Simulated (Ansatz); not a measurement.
**LaSb (WC-type structure)**

Computed with Ansatz (plane waves, PAW, 420 eV cutoff): PBEsol, scalar-relativistic, no spin polarisation, 8×8×8 k-mesh, Gaussian smearing of 0.05 eV; PAW files: Ansatz's generated set soft_2.

```xyz
2
Lattice="4.4201 0.0000 0.0000 -2.2100 3.8279 0.0000 0.0000 0.0000 4.0563" Properties=species:S:1:pos:R:3 pbc="T T T"
La    0.0000    0.0000    0.0000
Sb    2.2100    1.2760    2.0282
```

The start was a prototype's sites filled with these elements. The Crystallography Open Database lists the compound in space group Fm-3m (rock salt), so this is a trial structure.

The cell above was scaled in volume, and shape and atoms were relaxed at each volume within its symmetry. Energies are counted from the cell above.

Cell and atoms are those of this level's equilibrium.

| V (Å³/atom) | ΔE (meV/atom) | P from the stress (GPa) |
| --- | --- | --- |
| 32.943 | 9.53 | 2.31 |
| 33.629 | 2.26 | 1.09 |
| 34.315 | 0.00 | 0.01 |
| 35.002 | 2.18 | -1.02 |
| 35.688 | 8.46 | -1.91 |

Question: Do the energies and the pressures agree? Compare −ΔE/ΔV between neighbouring points (1 meV/Å³ = 0.1602 GPa) with the mean of their pressures.

Answer: 
```
interval (Å³/atom)  −ΔE/ΔV (GPa)  mean P (GPa)
    32.94 to 33.63           1.7           1.7
    33.63 to 34.32           0.5           0.6
    34.32 to 35.00          -0.5          -0.5
    35.00 to 35.69          -1.5          -1.5
```
They differ by 0.02 GPa at most.

Question: What do the two routes give for V0, B0 and B0′?

Answer: A third-order Birch–Murnaghan fit of the energies: V0 = 34.31 Å³/atom, B0 = 52 GPa, B0′ = 4.0. A polynomial of P in ln V, with B = −dP/d ln V at P = 0: V0 = 34.31 Å³/atom, B0 = 53 GPa, B0′ = 3.8.

B0·V0 = 52.4 GPa × 34.31 Å³ = 11.22 eV/atom sets the scale: near the minimum ΔE ≈ ½ B0 V0 x², with x = V/V0 − 1, and a pressure of 0.5 GPa squeezes the volume by about 1 %. At the ends of the curve: x = −4.0 % predicts 8.9 meV/atom and the run gives 9.5; x = +4.0 % predicts 9.0 meV/atom and the run gives 8.5. The lopsidedness is anharmonic: atoms resist being pushed together more than being pulled apart.

These numbers lack spin–orbit coupling. The run is a metal.
